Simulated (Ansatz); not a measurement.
# CsCl-type GdMn

The computed numbers are results of PBE+U (U_eff = 6 eV on Gd 4f), scalar-relativistic (collinear spin) in the plane-wave PAW code Ansatz at 420 eV, Γ-centred 8×8×8 mesh, 0.05 eV Gaussian smearing. The datasets are Ansatz's generated set soft_2.

```cif
data_structure
_symmetry_space_group_name_H-M 'P 1'
_symmetry_Int_Tables_number 1
_cell_length_a 3.5624
_cell_length_b 3.5624
_cell_length_c 3.5624
_cell_angle_alpha 90.000
_cell_angle_beta 90.000
_cell_angle_gamma 90.000
_cell_volume 45.21
loop_
_atom_site_label
_atom_site_type_symbol
_atom_site_fract_x
_atom_site_fract_y
_atom_site_fract_z
_atom_site_occupancy
Gd1 Gd 0.00000 0.00000 0.00000 1
Mn1 Mn 0.50000 0.50000 0.50000 1
```

The structure was built from a prototype; whether the compound forms in it isn't claimed.

Magnetic state: ferrimagnetic, site spin moments Gd 7.36; Mn -3.56 μB.

The cell above was scaled in volume, its shape and atoms being fixed by the lattice's symmetry. Energies are counted from the cell above.

The cell is relaxed to zero pressure at this level.

```csv
V (Å³/atom),ΔE (meV/atom),P (GPa),largest moment (μB)
21.36,7.8,2.5,7.34
21.70,3.6,1.5,7.36
22.15,1.0,0.6,7.36
22.60,0.0,0.0,7.36
23.06,1.2,-0.9,7.37
23.51,5.0,-1.8,7.38
24.19,15.1,-2.9,7.39
24.86,29.8,-3.7,7.38
```

Problem. Can a bulk modulus be trusted from these points?

Solution. No. The energies are smooth (scatter 0.15 meV/atom), but the fit's B0′ of -1.3 is out of the usual range: the curve is too flat or too lopsided over this range, or mesh noise enters, and a third-order form can't fix it.

Open d and f shells can converge to several self-consistent states; this is the one that the run reached. For elements this heavy, spin–orbit coupling would shift levels and gaps; it isn't included here. Site moments are of spin, integrated over atomic spheres. The run is a metal.
